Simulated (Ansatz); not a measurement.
## Moving the Hubbard U on Ta d in KTaO3

Space group Pm-3m (No. 221). a = 3.988 Å, b = 3.988 Å, c = 3.988 Å, α = 90.00°, β = 90.00°, γ = 90.00°
```
atom  site  symmetry       x       y       z
  Ta    1a      m-3m  0.0000  0.0000  0.0000
   K    1b      m-3m  0.5000  0.5000  0.5000
   O    3d    4/mm.m  0.0000  0.0000  0.5000
```

Kept alike: task projected density of states; functional PBEsol; k mesh 7 × 7 × 7; occupations fermi-dirac, width 0.05 eV; no spin polarisation. Program: Ansatz, Ansatz PAW, cutoff 420 eV. The mesh is that of the run's cell of 5 atoms. No spin-orbit coupling.

| Hubbard U on Ta d, U (eV) | pressure (GPa) |
| --- | --- |
| 0 | -0.46 |
| 1 | -0.20 |
| 2 | 0.08 |
| 3 | 0.37 |
| 4 | 0.70 |
| 5 | 1.04 |
| 6 | 1.42 |
| 8 | 2.28 |

Pressure is positive in compression, with a Pulay correction for the finite cutoff. U acts here on a shell without spin polarisation. How U acts hangs on the program's projectors. All rows use potentials made for PBE. U is the effective U - J on orthogonalised atomic projectors. Double counting: fully localised limit (the default).

The pressure rises from -0.46 to 2.28 GPa between 0 and 8 eV. U localises the shell and weakens its bonds, so the cell pushes outwards.
